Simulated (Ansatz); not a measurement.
The cell comes from COD entry 1541062, which wasn't checked; take it as a given geometry.

An input for Tc and the output that it gave: DFT, LDA, all-electron PAW with datasets made for the crystal, scalar-relativistic (Ansatz 0.2.0).

Command: `ansatz run input.yaml --threads 1 --pin off --max-ram 3072MiB --backend cpu --events-out ev --progress --plain --runs-dir out` The run took 22 s on 1 thread of Intel(R) Xeon(R) Platinum 8375C CPU @ 2.90GHz (Ice Lake), with other jobs on the host, peak memory 0.61 GiB.

```yaml
crystal:
  lattice:
    - [2.7400001704, 0.0, 0.0]
    - [-1.3700000852, 2.372909754, 0.0]
    - [0.0, 0.0, 4.398]
  atoms:
    - { symbol: Tc, position: [0.3333333333, 0.6666666667, 0.25] }
    - { symbol: Tc, position: [0.6666666667, 0.3333333333, 0.75] }
kpoints:
  mp_grid: { grid: [17, 17, 9] }
  band_path:
    path:
      - [0.0, 0.0, 0.0]
      - [0.5, 0.0, 0.0]
      - [0.3333333333, 0.3333333333, 0.0]
      - [0.0, 0.0, 0.0]
      - [0.0, 0.0, 0.5]
      - [0.5, 0.0, 0.5]
      - [0.3333333333, 0.3333333333, 0.5]
      - [0.0, 0.0, 0.5]
      - [0.5, 0.0, 0.5]
    npoints: 8
scf:
  occupations: { method: fermi_dirac, width: 0.08 }
hamiltonian:
  xc: lda
  pseudopotentials: { kind: all_electron, datasets: crystal }
output:
  forces: true
  stress: true
  eigenvalues: true
  efg: { contact_densities: true }
```

The log:

```
hamiltonian.pseudopotentials.datasets: crystal makes datasets for this crystal and solves the spheres of its atoms anew in each pass: cutoff 300.0 eV, the density's 1200.0 eV; for an error of 0.50 meV an atom under PBE, 1.0 meV for the cell; an energy difference from a run of another recipe may be off by several times the error for the cell, under r2SCAN by more, where some 0.1 meV an atom stays at smaller errors; Tc in spheres of 1.349 Å, 7 of its electrons in bands, 8 on its site; only band paths and densities of states list, in semicore columns, the levels of the semicore shells that are solved separately: 4s of Tc, 4p of Tc
band count auto-derived: 13 (N_el = 14.0; filled up to band 7; 11 by the electrons, moments and atoms)
Tc: output.efg is read without spin–orbit coupling, which moves field gradients at and beside such atoms by some per cent and up to a factor of two; PAW files take it under magnetization.noncollinear and magnetization.spin_orbit
Engine: ansatz 0.2.0
Pseudopotentials: kind: all_electron
Pseudopotential: Tc, paw, valence charge 15, recommended cutoff 300 eV (normal), Koelling and Harmon's equation, gaussian nucleus
Functional definition: SPW92
  exchange = slater_x
  correlation = pw_c
Crystal: 2 atoms, lattice volume = 28.595 Å³
Basis set: ecut = 300 eV, 313 PW (Γ)
Bands: 13, of which v1, the nominal top of the filled ones, is band 7 counted from 1 (6 counted from 0)
Symmetry: 24 space group operations
Space group: P63/mmc (ITA 194), of the structure as read, at distance tolerance 3.1e-5 Å
k-points: 165 of 2601
Non-local potential: Tc, projectors of the file, l = 0: 1, l = 1: 1, l = 2: 2
PAW form: soft (Blöchl's): semilocal exchange-correlation on the pseudo side does not see the compensation charge
PAW one-centre angular grid: Tc, 590 points (default); XC on its mesh's 1877 points in the sphere
Initial density: superposition of atomic densities (neutral atoms: chi_scale 0, normalization atom)
Initial wavefunctions: pseudopotential atomic-orbital guess
Functional: x = slater, c = lda
iter 1 solved again at ethr=4.24e-2 eV; its pass at ethr=1.00e-1 eV (dr2=5.93e0 eV) is discarded
SCF iter   1: F=—  HF=-233021.544972 eV  |F-HF|=—  |Δ(HF+E_count)|=         —  Δρ=1.49e-1  dr2=6.17e0  ethr=4.24e-2  ⟨swp⟩=2.1  Hψ=12508  notcnv=0
preconditioner: auto → none  [metal: Δε(μ)=0.008 eV  Ē_g=7.659 eV  σ=0.080 eV  W_gap=0.03  n_scr=2 (ndim 8)  ℏωp=26.0 eV  f_vac=0.000  D(μ)=1.73/eV (n_scr^D=22)  sad-step TF]
SCF iter   2: F=—  HF=-233020.269292 eV  |F-HF|=—  |Δ(HF+E_count)|=    1.28e0  Δρ=7.93e-2  dr2=1.78e0  ethr=4.24e-2  ⟨swp⟩=2.0  Hψ=4290  notcnv=0
iter 3 solved again at ethr=1.08e-3 eV; its pass at ethr=1.27e-2 eV (dr2=1.52e-1 eV) is discarded
SCF iter   3: F=—  HF=-233019.532932 eV  |F-HF|=—  |Δ(HF+E_count)|=   7.36e-1  Δρ=2.42e-2  dr2=1.54e-1  ethr=1.08e-3  ⟨swp⟩=2.4  Hψ=9969  notcnv=0  defer=5
SCF iter   4: F=—  HF=-233019.548971 eV  |F-HF|=—  |Δ(HF+E_count)|=   1.60e-2  Δρ=1.07e-3  dr2=2.73e-4  ethr=1.08e-3  ⟨swp⟩=3.0  Hψ=4602  notcnv=0  defer=1
SCF iter   5: F=—  HF=-233019.552347 eV  |F-HF|=—  |Δ(HF+E_count)|=   3.38e-3  Δρ=7.81e-4  dr2=1.37e-4  ethr=1.95e-6  ⟨swp⟩=3.0  Hψ=6205  notcnv=0
SCF iter   6: F=—  HF=-233019.552362 eV  |F-HF|=—  |Δ(HF+E_count)|=   1.45e-5  Δρ=9.79e-5  dr2=1.90e-6  ethr=9.80e-7  ⟨swp⟩=2.4  Hψ=4983  notcnv=0  defer=1
SCF iter   7: F=-233019.552362 eV  HF=-233019.552362 eV  |F-HF|=1.58e-8  |Δ(HF+E_count)|=   5.54e-7  Δρ=1.13e-5  dr2=2.30e-8  ethr=1.36e-8  ⟨swp⟩=3.0  Hψ=4444  notcnv=0
SCF 1 converged in 7 iterations: F = -233019.552369 eV  dr2 = 2.30e-8
  Residual-converged pass: ⟨swp⟩=3.7  Hψ=4745  notcnv=0  max |occ|·‖R‖ = 5.2e-6 eV (tolerance 5.3e-6 eV)  dr2=2.32e-8  dr2_onsite=2.23e-8  max |Δocc| = 2.8e-9
  greatest PAW one-centre occupation: 0.497 electrons in one spin orbital (limit 2), on the Tc atom at site 1 (counted from 0), in its partial waves of l = 2
NSCF: frozen V_eff on 65 k-points
SCF converged after 7 iterations
Free energy (F): -233019.552369 eV
Harris-Foulkes:  -233019.552369 eV  (|F-HF|=1.58e-8)
Internal energy: -233019.510692 eV  (E = F + TS)
E sigma→0 (E₀):  -233019.531531 eV
Entropy (-TS):   -0.041677 eV (-20.839 meV/atom)
Past the cutoff: the bands carry plane waves up to 1.75 times it, of which those up to 1.5 times it add -0.000670 eV an atom, each by itself; the spheres take 0.000186 eV an atom off the energy for waves past 1.75 times it
By the cutoff:   a pressure is off by up to 0.007 GPa (1.2 times the spheres' own share and the shells' term, over an atom's volume, and 0.004 GPa: a bound that held against runs at twice the plane waves)
Past the cutoffs: a stress includes 0.0030 GPa for waves and charges beyond them, in addition to the slope of what the spheres take
In the spheres:  the bands' charges fall short by 2.1e-7 e at most (sound up to 1e-3), those of shells solved beside the bands by 1.8e-7 e (sound up to 5e-4)
Fermi energy:    24.426323 eV
--- Per-component energies (eV) ---
  The terms above E_closure are by the made datasets' own strengths, without shells solved beside the bands.
--- Forces (eV/Å), atoms counted from 1 ---
  atom   1  Tc     0.00000000    -0.00000000     0.00000000
  atom   2  Tc     0.00000000     0.00000000     0.00000000
  max |Σ_I F_I| component: 6.94e-18 eV/Å
--- Stress (GPa, compression-positive) ---
      -11.120375      -0.000000       0.000000
       -0.000000     -11.120375       0.000000
        0.000000       0.000000     -12.813575
  P = ⅓ Tr σ = -11.6848 GPa (-116.848 kbar)
  It holds what live shells' own plane waves past their cutoff add
--- PAW observables at the nuclei: V_zz in 10²¹ V/m², potentials from the cell's mean, atoms counted from 1 ---
  atom   1  Tc V_zz =    -1.642499   η = 0.0000   by run symmetry: allowed
            electrostatic potential = -6579.220414 V   contact ρ = 652538.834513 e/Å³
  atom   2  Tc V_zz =    -1.642499   η = 0.0000   by run symmetry: allowed
            electrostatic potential = -6579.220414 V   contact ρ = 652538.834513 e/Å³
--- Band table (eV; the first three rows and the last of 165) ---
  k-point 0: bands = ["17.0902", "18.9857", "22.8728", "22.8728", "22.9319", "23.5927", "23.5927", "24.3096", "24.3096", "26.1205", "26.9847"]
  k-point 1: bands = ["17.2270", "19.0273", "22.8022", "22.8022", "22.8594", "23.5109", "23.5109", "24.4946", "24.4946", "25.7117", "26.9943"]
  k-point 2: bands = ["17.6170", "19.1322", "22.6721", "22.6852", "22.6852", "23.3040", "23.3040", "24.7405", "24.9411", "24.9411", "26.9757"]
  k-point 164: bands = ["20.4139", "20.5503", "21.1154", "21.3305", "22.6256", "22.6867", "24.2615", "24.5516", "27.0272", "27.1351", "33.4049"]
```
